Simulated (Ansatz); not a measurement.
One crystal and one scan (energy against volume) at two levels, PBE (plane waves to 420 eV, PAW, scalar-relativistic; Ansatz, a program for electronic structure) and PBEsol (plane waves to 420 eV, PAW, scalar-relativistic; Ansatz), each from its own relaxed cell and on its own mesh. The cell shown is that of PBE.

HfO2 (tetragonal-ZrO2 type, space group P4_2/nmc)

```yaml
crystal:
  lattice:
    - [3.60482, 0.00000, 0.00000]
    - [0.00000, 3.60482, 0.00000]
    - [0.00000, 0.00000, 5.26502]
  atoms:
    - { symbol: Hf, position: [0.00000, 0.00000, 0.00000] }
    - { symbol: Hf, position: [0.50000, 0.50000, 0.50000] }
    - { symbol: O, position: [0.00000, 0.50000, 0.19324] }
    - { symbol: O, position: [0.00000, 0.50000, 0.69324] }
    - { symbol: O, position: [0.50000, 0.00000, 0.30676] }
    - { symbol: O, position: [0.50000, 0.00000, 0.80676] }
```

Equation-of-state scan: isotropic scaling of the cell above, V₀ being its volume. The atoms relax within the cell's symmetry.

E stands for the smeared free energy. HfO2 is run without spin polarisation. HfO2 was relaxed with its symmetry unable to fall. Spin-orbit coupling is left out, though Hf is heavy. The PAW data are Ansatz's earlier set. This is a high-temperature form of HfO2. With the shape held, the modulus is that of even scaling; a crystal free to change shape is softer. Both scans cover V/V₀ from 0.840 to 1.160.

ΔE (meV/atom), each from the relaxed starting cell of its own level:

| V/V₀ | PBE | PBEsol |
|---|---|---|
| 0.840 | 235.7 | withheld |
| 0.867 | 154.2 | 166.5 |
| 0.893 | 93.1 | 100.6 |
| 0.920 | 49.4 | 53.4 |
| 0.947 | 20.8 | 22.5 |
| 0.973 | 5.0 | 5.3 |
| 1.000 | 0.0 | 0.0 |
| 1.027 | 4.4 | 4.8 |
| 1.053 | 16.9 | 18.3 |
| 1.080 | 36.1 | 39.1 |
| 1.107 | 61.2 | 66.2 |
| 1.133 | 91.3 | 98.7 |
| 1.160 | 125.7 | 135.8 |

### Question
Estimate the PBEsol value at 0.840 from the PBE value there and the ratio of the two levels in the two nearest given rows on that side of the minimum.

### Answer
At 0.867 and 0.893 the ratio PBEsol/PBE averages 1.080, which gives 1.080 × 235.7 = 254.6 meV/atom. The calculation gives 254.5 meV/atom, +8.0 % against PBE.

(Under strain, the slope of the energy per volume gives the stress and its curvature an elastic modulus.)
